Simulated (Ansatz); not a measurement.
With DFT-PBEsol in the program Ansatz with PAW potentials, La in the dhcp (α-La type) structure (P6_3/mmc) relaxes to a = 3.649 Å, c = 11.757 Å.

Electronic character: metallic (no gap).

Symmetry was held in the PBEsol relaxation. Axis ratios of metals converge slowly with the k-mesh, so a and c are less sure than the volume. Scalar-relativistic: spin–orbit coupling is off unless named, which matters more the heavier the elements.

Potentials: the later of the program's two PAW sets.
